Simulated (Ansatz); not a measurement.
Simulated powder pattern, Cu Kα, λ = 1.54184 Å (kinematic, ideal powder, no thermal factors, no anomalous dispersion; the 30 strongest lines at most, above 1 %, up to 2θ = 90°):

```csv
2θ (°),I/Imax (%)
25.60,100
42.42,81
50.21,50
61.55,14
67.78,21
77.61,29
83.32,16
```

The pattern belongs to a structure relaxed with PBEsol in the plane-wave PAW code Ansatz.

Q: Which of these materials gives this?
A. CuAu, L1₀ or tetragonal B2
B. Zr, diamond
C. Au, diamond
D. B, diamond

A: C, Au, diamond

Q: Give the lattice parameters.

A: a = 6.027 Å.

Space group Fd-3m (diamond). The start of the workflow was typed in or built on a structure type; neither database checked (COD, Materials Project) lists it. It is not the phase usual at ambient conditions (space group No. 225). The PBEsol relaxation kept the symmetry of its start. At this level the phase is mechanically unstable. Scalar-relativistic: spin–orbit coupling is off unless named, which matters more the heavier the elements.

Potentials: the earlier of the program's two PAW sets. The files were generated under PBE; for other functionals the program regenerates the frozen cores, and for LDA and PBEsol the local potential too.
